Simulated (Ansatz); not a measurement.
CsGeI3:
```yaml
crystal:
  lattice:
    - [4.12292, 2.38037, 3.39397]
    - [-4.12292, 2.38037, 3.39397]
    - [0.00000, -4.76074, 3.39397]
  atoms:
    - { symbol: I, position: [0.50819, 0.00920, 0.50819] }
    - { symbol: I, position: [0.50819, 0.50819, 0.00920] }
    - { symbol: I, position: [0.00920, 0.50819, 0.50819] }
    - { symbol: Cs, position: [0.00964, 0.00964, 0.00964] }
    - { symbol: Ge, position: [0.52680, 0.52680, 0.52680] }
```

PBEsol in the plane-wave PAW code Ansatz gives a gap of 0.40 eV without spin–orbit coupling, maximum at T, minimum on the H0–L line, 2 % of the way from H0.

Q: What happens when spin–orbit coupling is switched on?

A: The gap decreases by 0.20 eV, to 0.20 eV; maximum at T, minimum on the H0–L line, 1 % of the way from H0.

Space group R3m. The workflow started from an entry of the Crystallography Open Database (COD, 293 K). Whether it is the stable phase at ambient conditions was not checked. Symmetry was held in the PBEsol relaxation; its stability against distortions is not shown here.

Potentials: the later of the program's two PAW sets.
